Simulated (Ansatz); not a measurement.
BeTe:
```
CELL_PARAMETERS angstrom
      0.00000     2.80235     2.80235
      2.80235     0.00000     2.80235
      2.80235     2.80235     0.00000
ATOMIC_POSITIONS crystal
  Be 0.50000 0.50000 0.50000
  Te 0.25000 0.25000 0.25000
```

Tensor components refer to the Cartesian frame of this cell.

Give the proper piezoelectric stress tensor with relaxed ions from plane-wave PAW PBEsol (Ansatz code).

In C/m², rows x, y, z, Voigt columns; mesh uncertainty up to 0.00.
```
0.00  0.00  0.00  0.18  0.00  0.00
0.00  0.00  0.00  0.00  0.18  0.00
0.00  0.00  0.00  0.00  0.00  0.18
```

The elastic tensor of the same run (GPa):

|  | 1 | 2 | 3 | 4 | 5 | 6 |
|---|---|---|---|---|---|---|
| 1 | 100 | 40.4 | 40.4 | 0.0 | 0.0 | 0.0 |
| 2 | 40.4 | 100 | 40.4 | 0.0 | 0.0 | 0.0 |
| 3 | 40.4 | 40.4 | 100 | 0.0 | 0.0 | 0.0 |
| 4 | 0.0 | 0.0 | 0.0 | 50.5 | 0.0 | 0.0 |
| 5 | 0.0 | 0.0 | 0.0 | 0.0 | 50.5 | 0.0 |
| 6 | 0.0 | 0.0 | 0.0 | 0.0 | 0.0 | 50.5 |

Convert to strain constants d = e·S.

In pC/N:
```
0.0  0.0  0.0  3.7  0.0  0.0
0.0  0.0  0.0  0.0  3.7  0.0
0.0  0.0  0.0  0.0  0.0  3.7
```

Space group F-43m (zinc blende). The PBEsol relaxation kept the symmetry of its start. The volume moved by 26 % from the start of the relaxation. Spin–orbit coupling is left out wherever it is not named.

Potentials: the later of the program's two PAW sets.
